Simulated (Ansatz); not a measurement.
Relaxed Cd (hcp, Mg type):

```yaml
crystal:
  lattice:
    - [5.92405, 0.00000, 0.00000]
    - [-1.48101, 2.56519, 0.00000]
    - [0.00000, 0.00000, 5.79795]
  atoms:
    - { symbol: Cd, position: [0.16667, 0.66667, 0.75000] }
    - { symbol: Cd, position: [0.66667, 0.66667, 0.75000] }
    - { symbol: Cd, position: [0.33333, 0.33333, 0.25000] }
    - { symbol: Cd, position: [0.83333, 0.33333, 0.25000] }
```

The atoms are displaced by Q × the pattern below (from a DFPT mode at M = (0.5, 0.0, 0.0), largest move 1; Q in Å), at fixed cell. (q is in reciprocal vectors of the primitive cell; the cell shown is doubled to hold the pattern.)

```csv
atom,x,y,z
Cd1,0.866,0.500,0.000
Cd2,-0.866,-0.500,0.000
Cd3,0.866,0.500,0.000
Cd4,-0.866,-0.500,0.000
```

Calculation: r2SCAN (plane waves to 500 eV, PAW, scalar-relativistic; Ansatz, a program for electronic structure). k mesh 9×18×8 (Γ-centred), Fermi-Dirac smearing 0.05 eV. The energy includes the smearing's −TS. With partly filled bands, energies and forces of such displacements shift with the k mesh and the smearing. Cd was relaxed with its symmetry unable to fall. ΔE is measured from the undisplaced structure.

```
Q (Å)   ΔE (meV/cell)
------  -------------
-0.180            697
-0.120            294
-0.060             71
0.000               0
0.060              71
0.120             294
0.180             697
```

Q: Which DFPT wavenumber at M = (0.5, 0.0, 0.0) belongs to this mode?
A. 35 cm⁻¹
B. 153 cm⁻¹
C. 77 cm⁻¹

A: B, 153 cm⁻¹. The curvature of the scan gives 154 cm⁻¹

(A displaced cell: forces are minus the slopes of the energy, force constants its curvatures, and phonons follow from these.)
